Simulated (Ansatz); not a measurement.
MgS:
```yaml
crystal:
  lattice:
    - [0.00000, 2.61476, 2.61476]
    - [2.61476, 0.00000, 2.61476]
    - [2.61476, 2.61476, 0.00000]
  atoms:
    - { symbol: Mg, position: [0.00000, 0.00000, 0.00000] }
    - { symbol: S, position: [0.50000, 0.50000, 0.50000] }
```

Relaxed with PBE. Special points in fractions of this cell's reciprocal vectors: Γ (0.000, 0.000, 0.000); X (0.500, 0.000, 0.500); U (0.625, 0.250, 0.625); K (0.375, 0.375, 0.750); L (0.500, 0.500, 0.500); W (0.500, 0.250, 0.750).

List the band energies nearest the valence-band maximum at these points for PBE in the plane-wave PAW code Ansatz.

In eV from the valence-band maximum; about four levels below and three above (degenerate sets whole), none deeper than 8.9 eV; points with the same levels are listed once.

| k | below | above |
|---|---|---|
| Γ | 0.00 0.00 0.00 | 3.60 7.93 7.93 7.93 |
| X | -4.10 -1.64 -1.64 | 2.76 4.43 11.86 |
| U | -3.61 -3.12 -1.33 | 3.89 6.67 9.61 |
| L | -4.74 -0.57 -0.57 | 4.53 6.88 6.88 |
| W | -3.15 -3.15 -2.31 | 5.19 7.91 7.91 |

Space group Fm-3m (rock salt). The cell was relaxed with PBE under the symmetry of its start.

Potentials: the earlier of the program's two PAW sets.
